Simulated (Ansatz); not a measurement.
Space group I4/mcm (No. 140). a = 4.293 Å, b = 4.293 Å, c = 4.914 Å, α = 90.00°, β = 90.00°, γ = 90.00°
```tsv
atom	site	symmetry	x	y	z
V	4a	422	0.0000	0.0000	0.2500
N	8h	m.2m	0.6141	0.1141	0.0000
```

Equation of state of this VN₂ structure (not necessarily the ground state), with shape and atoms relaxed at each volume where symmetry leaves them free. It has no gap at any of these volumes. Level of theory: DFT r2SCAN, scalar-relativistic, plane waves, PAW in Ansatz 0.2.0.

Settings: cutoff 500 eV, Γ-centred mesh 12×12×12 on the computed 6-atom cell, Gaussian smearing of 0.10 eV; no spin polarisation.

| V (Å³/atom) | E − E(largest V) (meV/atom) | P (GPa) |
| --- | --- | --- |
| 7.094 | 6.23 | 24.20 |
| 7.320 | -18.39 | 11.10 |
| 7.546 | -25.94 | 0.00 |
| 7.773 | -19.06 | -9.38 |
| 7.999 | 0.00 | -17.27 |

Task: Fit a third-order Birch–Murnaghan equation to E(V).

Result: V0 = 7.55 Å³/atom, B0 = 340 GPa, B0' = 4.6.

Cost: 5 runs of about 11 core-minutes in all, on Arm Neoverse V1 (shared hosts).